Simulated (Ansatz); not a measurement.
Screening note. A thin piezoelectric film on a fast substrate raises the frequency that a given finger pitch reaches and keeps the wave at the surface.

The reference row is sapphire. Isotropic (polycrystal) averages. Wavelength 2 μm (twice a pitch of 1.0 μm); target 3.5 GHz. All rows have a gap at this level.

Where the numbers come from (Ansatz, a plane-wave PAW program): v_l, v_t: r²SCAN, elastic tensor, Hill average; density: r²SCAN, relaxed cell.

Runs started from generated or typed cells of the structure named: BaHfO3. Over 15 meV/atom above the lowest phase of their formula at hand: polar orthorhombic HfO2 (21 meV/atom, r²SCAN). Spin–orbit coupling is left out unless named.

The figures follow from the printed values by these rules: ν = (v_l² − 2v_t²)/(2(v_l² − v_t²)); v_R ≈ v_t (0.87 + 1.12ν)/(1 + ν); f = v_R/wavelength; pitch = v_R/2f.

| crystal | v_l (km/s) | v_t (km/s) | density (g/cm³) | Poisson ratio | Rayleigh speed (km/s) | frequency (GHz) | pitch for the target (nm) |
|---|---|---|---|---|---|---|---|
| LiNbO3 | 6.66 | 3.80 | 4.64 | 0.259 | 3.501 | 1.75 | 500 |
| α-quartz SiO2 | 6.07 | 4.09 | 2.64 | 0.084 | 3.638 | 1.82 | 520 |
| HfSiO4 (I4₁/amd) | 7.49 | 4.06 | 6.95 | 0.190 | 3.694 | 1.85 | 528 |
| BaHfO3 (cubic perovskite) | 6.18 | 3.63 | 8.29 | 0.237 | 3.332 | 1.67 | 476 |
| ZnInGaO4 (R3m) | 6.44 | 3.15 | 6.39 | 0.343 | 2.942 | 1.47 | 420 |
| polar orthorhombic HfO2 (Pca2₁) | 6.03 | 3.37 | 10.47 | 0.273 | 3.113 | 1.56 | 445 |
| sapphire (α-Al2O3), reference | 10.93 | 6.43 | 3.99 | 0.235 | 5.900 | 2.95 | 843 |
| β-Ga2O3 | 6.98 | 3.67 | 5.93 | 0.309 | 3.409 | 1.70 | 487 |
| SrO (rock salt) | 5.88 | 3.46 | 5.01 | 0.235 | 3.175 | 1.59 | 454 |

Task: In one row the value of «Poisson ratio» was worked out wrongly and carried along the row. Which row, and what follows once it is corrected?

Result: The row of HfSiO4 shows 0.190. From its own inputs, ν = (7.49² − 2 × 4.06²)/(2 × (7.49² − 4.06²)) = 0.292. Carried on: v_R = 4.06 × (0.87 + 1.12 × 0.292)/(1 + 0.292) = 3.762 km/s; f = 3.762/2 = 1.88 GHz; pitch for the target: 500 × 3.762/3.5 = 537 nm. The other rows agree with the rules.

With the correction: Ranking by Rayleigh speed, highest first: sapphire (5.900 ± 0.23), HfSiO4 (3.762 ± 0.15) ≈ α-quartz SiO2 (3.638 ± 0.14) ≈ LiNbO3 (3.501 ± 0.14) ≈ β-Ga2O3 (3.409 ± 0.14) ≈ BaHfO3 (3.332 ± 0.13) ≈ SrO (3.175 ± 0.13) ≈ polar orthorhombic HfO2 (3.113 ± 0.13) ≈ ZnInGaO4 (2.942 ± 0.12). The ± follows from allowances picked for this note (v_l 3 %, v_t 3 %, 3 % for the model), carried to first order and added in quadrature; ≈ joins neighbours closer than their two ± added in quadrature. At the edge of that rule, so that a last digit could turn the call: ZnInGaO4 and polar orthorhombic HfO2. On this figure 0 of 8 candidates do clearly better than the reference.

Single-crystal speeds depend on cut and direction, and the film changes the speed. Where several phases of a formula are at hand, those over 0.1 eV/atom above the lowest were not drawn (by r²SCAN where it compared them, else by the largest value; a layered or molecular lowest phase counts only with a dispersion term); other phases could lie lower still. The rows are a sample of crystals with v_t over 3 km/s, picked without regard to agreement with measurement. Limits of the draw: gap over 0.3 eV, v_l over 1.45 v_t, v_t over 3 km/s; for moduli and speeds, an anisotropy index under 2.5, no layered crystals; no unfamiliar magnets, and cubic perovskites only if shown or known to be stable. As a rule kept out of such tables: 4f compounds, open-shell compounds run without a Hubbard term, cells found unstable in the tests at hand, cells close to a higher symmetry, and runs set to a pressure or over 12 % in volume from the crystal's fullest run.
